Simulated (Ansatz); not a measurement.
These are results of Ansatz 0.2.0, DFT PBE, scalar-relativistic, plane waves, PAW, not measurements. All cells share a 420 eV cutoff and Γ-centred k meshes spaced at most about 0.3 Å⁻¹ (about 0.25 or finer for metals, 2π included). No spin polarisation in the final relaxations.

All energies are static (0 K, no zero-point motion).

Compare these two cells of Mo2H3, each relaxed at this level.

1. Space group Pm-3m (No. 221), cubic, a = 3.466 Å. Around H lie 2 Mo at 1.73 Å, 4 Mo at 2.45 Å and 8 H at 2.45 Å; around Mo on its first site lie 12 H at 2.45 Å; Mo on its second site is surrounded by 6 H at 1.73 Å.

2. Space group P4/mmm (No. 123), tetragonal, a = 3.308 Å, c = 4.887 Å. H on a site of symmetry mmm is surrounded by 2 H at 1.65 Å and 2 Mo at 1.65 Å; H on a site of symmetry 4/mmm is surrounded by 4 H at 1.65 Å (long contacts); around Mo on its first site lie 2 Mo at 2.44 Å; around Mo on its second site lie 4 H at 1.65 Å, 4 H at 2.34 Å and 2 Mo at 2.44 Å.

Question: Which would you expect to be lower, and how large is the difference?

Answer: Cell 1 is lower, by 0.72 eV/atom. Cell 1 has space group Pm-3m (No. 221), 8.3 Å³/atom and no gap on its mesh; cell 2 has space group P4/mmm (No. 123), 10.7 Å³/atom and no gap. Counting H atoms around Mo (those within 1.25 times the shortest such distance or 1.15 times the sum of covalent radii; a plus sign parts nearer from farther groups; the shortest distance is added where it is long for a bond; a slash parts the counts of unlike sites), cell 1 has Mo 6/12 and cell 2 has Mo 4/8+8 from 3.0 Å. The denser one is the lower, and pressure would at first widen the difference. Even the lower one lies +0.51 eV/atom against the reference forms of the elements (uncorrected), so neither is stable at this level. Both come from invented guesses. A third cell relaxed alike, in P-3m1, lies 0.51 eV/atom below the lower of the two.

With hydrogen, zero-point motion can shift such differences by 10 meV/atom or more. A magnetic state wasn't ruled out in cells without spin, among them P4/mmm. Cells relaxed within their symmetry can be saddle points.
